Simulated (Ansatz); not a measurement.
The elements of this relaxed trial crystal are hidden behind letters.

```
lattice vectors (Å)
  -2.2467    2.2467    4.5995
   2.2467   -2.2467    4.5995
   2.2467    2.2467   -4.5995
fractional positions
X 0.7587 0.7587 0.0000
X 0.5000 0.0000 0.5000
X 0.0000 0.5000 0.5000
X 0.2413 0.2413 0.0000
Z 0.0000 0.0000 0.0000
```

All numbers below come from DFT PBE, scalar-relativistic, plane waves, PAW (Ansatz). Plane waves to 420 eV, a 12×12×12 mesh through Γ for the 5-atom cell and 0.10 eV Gaussian smearing; no spin polarisation.

| Item | Value |
| --- | --- |
| Space group | I4/mmm (No. 139) |
| Conventional cell | a = 4.493 Å, c = 9.199 Å |
| Volume per atom | 18.57 Å³ |
| Density | 13.02 g/cm³ |
| Formation energy | −0.70 eV/atom |
| Gap on the 12×12×12 mesh of the 5-atom cell | 0 eV (a metal) |

Energies are uncorrected and count from the elements' standard states at the same level.

Task: X is a d-block element of period 6 and Z is a p-block element of period 2. Which elements are they?

Result: X = Hf, Z = N, so the formula is Hf4N. Density times volume gives a mean mass of 13.02 × 18.57/1.6605 = 145.6 u per atom, and this set has 145.6 u. Among the elements that the hints allow, noble gases aside, only these give it. Around Hf on a site of symmetry 4mm lie 1 N at 2.22 Å and 12 Hf at 3.16–3.27 Å; around Hf on a site of symmetry mmm lie 2 N at 2.25 Å and 12 Hf at 3.16–3.27 Å; N has 6 Hf at 2.22–2.25 Å.

Spin–orbit coupling, which can matter for Hf, is left out. The cell is a metal run without spin; a magnetic state may lie lower. A structure relaxed within its symmetry needn't be a true minimum.
